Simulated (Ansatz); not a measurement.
WC:
Space group P-6m2 (No. 187); a = b = 2.922 Å, c = 2.847 Å, α = β = 90.00°, γ = 120.00°

```tsv
atom	site	symmetry	x	y	z
W	1a	-6m2	0.0000	0.0000	0.0000
C	1f	-6m2	0.6667	0.3333	0.5000
```

Relaxed with PBE.

Tabulate the valence density and the electron localisation function along the shortest W–C contact (2.21 Å), PBE in the plane-wave PAW code Ansatz.



| distance from W (Å) | density (e/Å³) | ELF |
|---|---|---|
| 0.22 | 4.76 | 0.17 |
| 0.33 | 5.34 | 0.44 |
| 0.44 | 5.18 | 0.65 |
| 0.55 | 4.29 | 0.71 |
| 0.66 | 3.08 | 0.68 |
| 0.77 | 1.98 | 0.54 |
| 0.88 | 1.21 | 0.36 |
| 0.99 | 0.80 | 0.26 |
| 1.10 | 0.65 | 0.31 |
| 1.21 | 0.65 | 0.48 |
| 1.32 | 0.73 | 0.68 |
| 1.43 | 0.88 | 0.78 |
| 1.55 | 1.09 | 0.80 |
| 1.66 | 1.33 | 0.74 |
| 1.77 | 1.56 | 0.61 |
| 1.88 | 1.71 | 0.37 |
| 1.99 | 1.75 | 0.13 |

The density is the valence pseudo-density with augmentation charge, so density and ELF within about 1 Å of a nucleus are not all-electron values.

Symmetry was held in the PBE relaxation. The run is not spin-polarised. Spin–orbit coupling is left out wherever it is not named.

Potentials: the later of the program's two PAW sets.
